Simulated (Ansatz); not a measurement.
Ba (bcc, W type)

```
CELL_PARAMETERS angstrom
     -2.51000     2.51000     2.51000
      2.51000    -2.51000     2.51000
      2.51000     2.51000    -2.51000
ATOMIC_POSITIONS crystal
  Ba 0.00000 0.00000 0.00000
```

The slice is a {211} plane (indices of the conventional cell) through the point (0.000, 0.000, 0.000) (fractional), spanned by u = [111] and v = [1 0 -1] in vectors of this cell: u (4.35 Å) and v (7.10 Å, at 90° to u). It covers one period; positions are fractions (u, v).

These are PBE (plane waves to 420 eV, PAW, scalar-relativistic; Ansatz, an electronic-structure program) values and carry that method's errors. k mesh 13×13×13. Near the nuclei the fields are pseudised (PAW); where an atom keeps semicore shells as valence, they peak there. Ba was relaxed with its symmetry unable to fall.

Q: Sketch the valence electron density on this plane as a map.

A: 
```
|889999663300000033669999|
|999988552200000022558899|
|777755220000000000225577|
|333322110000000000112233|
|110000000000000000000000|
|000000000000000000000000|
|000000000000000000000000|
|000000000000000000000000|
|000000000000000000000000|
|000000000000000000000000|
|000000000000000000000000|
|000000000000000000000000|
|000000000000000000000000|
|000000000000000000000000|
|110000000000000000000000|
|333322110000000000112233|
|777755220000000000225577|
|999988552200000022558899|
|889999663300000033669999|
|448899773300000033779988|
```
Scale: ten equal steps from -1.43 (start of '0') to 0.14 (end of '9'), in the order '0123456789'. Values: log₁₀ of the valence density in e/Å³. The map has 12 points along u (two characters each, u = 0 at the left) and 20 along v (v = 0 in the bottom row). The scale is logarithmic, as a density can span decades between atoms and voids.
